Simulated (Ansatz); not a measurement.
YHSe in space group P-6m2 (No. 187; Y on 1a, H on 1c, Se on 1f) at seven volumes, the program Ansatz at the r²SCAN level (PAW), shape and atoms relaxed at each. One row is withheld.

```json
[
 {"V (Å³/atom)": "15.172", "P (GPa)": "9.95"},
 {"V (Å³/atom)": "15.672", "P (GPa)": "6.11"},
 {"V (Å³/atom)": "16.173", "P (GPa)": "?"},
 {"V (Å³/atom)": "16.673", "P (GPa)": "0.00"},
 {"V (Å³/atom)": "17.173", "P (GPa)": "-2.43"},
 {"V (Å³/atom)": "17.673", "P (GPa)": "-4.51"},
 {"V (Å³/atom)": "18.173", "P (GPa)": "-6.31"}
]
```

Q: Fit the shown pressures and predict the withheld one.

A: Third-order Birch–Murnaghan: P = (3/2)B₀(x^(7/2) − x^(5/2))[1 + (3/4)(B′ − 4)(x − 1)] with x = (V₀/V)^(2/3). Least squares on the six rows gives V₀ = 16.673 Å³/atom, B₀ = 87.14 GPa, B′ = 4.05. At V = 16.173, x = 1.0205 and P = 2.82 GPa. The run itself gave 2.82 GPa.

The first step of the workflow began from a Materials Project structure, measured or hypothetical; the Crystallography Open Database copy checked does not list it. Whether it is the stable phase at ambient conditions was not checked. The cell was relaxed with r²SCAN under the symmetry of its start; whether a distortion lowers the energy is not shown. No spin polarisation was allowed.

Potentials: the later of the program's two PAW sets.
